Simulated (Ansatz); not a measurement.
MoS₂, first-principles data

MoS₂:
```cif
data_Mo3S6
_chemical_formula_sum 'Mo3 S6'
_space_group_name_H-M_alt 'P-6m2'
_space_group_IT_number 187
_space_group_name_Hall 'P -6 2'
_cell_length_a 3.17378
_cell_length_b 3.17378
_cell_length_c 19.31039
_cell_angle_alpha 90.000
_cell_angle_beta 90.000
_cell_angle_gamma 120.000
loop_
_atom_site_label
_atom_site_type_symbol
_atom_site_symmetry_multiplicity
_atom_site_Wyckoff_symbol
_atom_site_fract_x
_atom_site_fract_y
_atom_site_fract_z
_atom_site_occupancy
Mo1 Mo 1 e 0.66667 0.33333 0.00000 1
Mo2 Mo 2 h 0.33333 0.66667 0.32331 1
S1 S 2 h 0.33333 0.66667 0.08045 1
S2 S 2 i 0.66667 0.33333 0.24284 1
S3 S 2 i 0.66667 0.33333 0.40375 1
```

Space group P-6m2 (No. 187); conventional cell a = 3.174 Å, b = 3.174 Å, c = 19.310 Å, α = 90.00°, β = 90.00°, γ = 120.00°.

Method: the program Ansatz at the r²SCAN+D4 level (PAW). Structure relaxed to zero pressure with the same functional. Other levels are named where they apply.

**Cell and energy**

| Item | Result |
|---|---|
| Volume per atom | 18.72 Å³ |
| Density | 4.73 g/cm³ |
| Formation energy from the elements (no fitted shifts) | -0.99 eV/atom |

**Electronic structure**

| Quantity | Value |
|---|---|
| Band gap | 1.13 eV (indirect) |
| Valence-band maximum | at A |
| Conduction-band minimum | at K (2 equivalent valleys) |
| Smallest direct gap on the standard path | 1.75 eV |
| Hole effective mass | 0.80, 0.80, 0.94 mₑ (principal values) |
| Hole effective mass with spin–orbit coupling | 0.80, 0.80, 0.93 mₑ (principal values) |
| HSE06 gap on the r²SCAN+D4 cell | 1.54 eV |
| Gap with spin–orbit coupling | 1.13 eV |

**Dielectric response**

| Property | Result |
|---|---|
| Electronic dielectric constant ε∞ (DFPT) | 14.2 (xx = yy), 4.94 (zz) |
| Static dielectric constant ε0 (ions relaxed, cell fixed) | 14.3 (xx = yy), 4.96 (zz) |
| Born charges (a third of the trace) | Mo -0.73 to -0.71, S +0.35 to +0.37 e |

**Phonons**

| Quantity | Value |
|---|---|
| Highest zone-centre frequency (without LO–TO term) | 14.20 THz |
| Zone-centre stability | no imaginary mode at Γ |
| Dynamical stability on the path | stable (no imaginary branch) |
| Zero-point energy | 55.0 meV/atom |
| Vibrational entropy at 300 K | 20.8 J/(K·mol of atoms) |

**Charges**

| Item | Value |
|---|---|
| Bader charges | Mo +1.31 to +1.32, S -0.66 e |

The first step of the workflow began from a Materials Project structure, measured or hypothetical; the Crystallography Open Database copy checked does not list it. It is not the phase usual at ambient conditions (space group No. 160, 194). Symmetry was held in the r²SCAN+D4 relaxation. The run is not spin-polarised. The references are the lowest solids computed at this level, not always the standard phases. Spin–orbit coupling is left out wherever it is not named.

Potentials: the earlier of the program's two PAW sets. The files were generated under PBE; for other functionals the program regenerates the frozen cores, and for LDA and PBEsol the local potential too.
